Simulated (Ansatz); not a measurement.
SbRu:
```cif
data_Ru4Sb4
_chemical_formula_sum 'Ru4 Sb4'
_space_group_name_H-M_alt 'P 1'
_space_group_IT_number 1
_cell_length_a 5.87168
_cell_length_b 3.82298
_cell_length_c 6.59892
_cell_angle_alpha 90.000
_cell_angle_beta 90.000
_cell_angle_gamma 90.000
loop_
_space_group_symop_operation_xyz
  'x, y, z'
loop_
_atom_site_label
_atom_site_type_symbol
_atom_site_fract_x
_atom_site_fract_y
_atom_site_fract_z
_atom_site_occupancy
Ru1 Ru 0.00479 0.25000 0.20847 1
Ru2 Ru 0.49521 0.75000 0.70847 1
Ru3 Ru 0.50479 0.25000 0.29153 1
Ru4 Ru 0.99521 0.75000 0.79153 1
Sb1 Sb 0.20135 0.25000 0.58271 1
Sb2 Sb 0.29865 0.75000 0.08271 1
Sb3 Sb 0.70135 0.25000 0.91729 1
Sb4 Sb 0.79865 0.75000 0.41729 1
```

Relaxed with r²SCAN.

Which orbitals make up the states near the Fermi level in the program Ansatz at the r²SCAN level (PAW)?

Within 0.5 eV of the Fermi level: Ru 4d 81 %, Sb 5p 13 %. Projections are on Löwdin-orthogonalised atomic valence shells; empty p or d shells of many metals are not among them.

Tabulate the density of states.

States/eV per cell of 8 atoms, in 0.25 eV bins, energy from the Fermi level.

```tsv
E (eV)	total	Ru 4d	Sb 5p	Sb 5s
-7.85	0.00	0.00	0.00	0.00
-7.60	0.00	0.00	0.00	0.00
-7.35	0.00	0.00	0.00	0.00
-7.10	0.00	0.00	0.00	0.00
-6.85	0.00	0.00	0.00	0.00
-6.60	0.00	0.00	0.00	0.00
-6.35	0.30	0.08	0.16	0.01
-6.10	1.83	0.47	1.04	0.05
-5.85	3.23	0.79	1.91	0.08
-5.60	4.92	1.32	2.89	0.14
-5.35	5.77	1.73	3.35	0.18
-5.10	4.65	1.65	2.49	0.15
-4.85	4.00	1.52	2.05	0.14
-4.60	3.46	1.42	1.68	0.13
-4.35	3.38	1.50	1.57	0.10
-4.10	5.78	3.02	2.41	0.09
-3.85	8.86	4.99	3.41	0.09
-3.60	7.94	4.58	2.92	0.10
-3.35	9.98	6.23	3.29	0.13
-3.10	9.04	6.02	2.63	0.10
-2.85	8.39	5.43	2.57	0.11
-2.60	8.46	5.09	2.91	0.18
-2.35	7.08	4.64	2.13	0.09
-2.10	8.40	6.30	1.76	0.05
-1.85	8.49	7.21	0.94	0.05
-1.60	8.33	7.25	0.78	0.04
-1.35	8.44	7.47	0.67	0.04
-1.10	6.87	6.22	0.39	0.04
-0.85	9.99	9.22	0.41	0.04
-0.60	12.09	11.03	0.59	0.12
-0.35	8.30	7.09	0.82	0.12
-0.10	8.89	7.22	1.16	0.21
0.15	4.63	3.35	0.90	0.18
0.40	1.86	1.26	0.43	0.08
0.65	1.50	0.93	0.41	0.08
0.90	1.37	0.79	0.42	0.09
1.15	1.70	0.93	0.52	0.16
1.40	5.69	3.84	1.26	0.41
1.65	4.97	2.94	1.42	0.43
1.90	4.24	2.13	1.53	0.39
2.15	3.45	1.56	1.37	0.34
2.40	3.26	1.39	1.29	0.41
2.65	4.41	1.84	1.75	0.56
2.90	5.35	2.02	2.37	0.62
3.15	3.52	1.14	1.76	0.36
3.40	2.41	0.75	1.20	0.21
3.65	4.56	1.42	2.25	0.35
3.90	5.02	1.44	2.58	0.34
4.15	4.24	1.13	2.27	0.23
4.40	2.98	0.77	1.58	0.12
4.65	4.23	1.03	2.29	0.12
```

Space group Pnma. The workflow started from an entry of the Crystallography Open Database (COD). Whether it is the stable phase at ambient conditions was not checked. The r²SCAN relaxation kept the symmetry of its start; whether a distortion lowers the energy is not shown. The run is not spin-polarised. Spin–orbit coupling is left out wherever it is not named.

Potentials: the later of the program's two PAW sets.
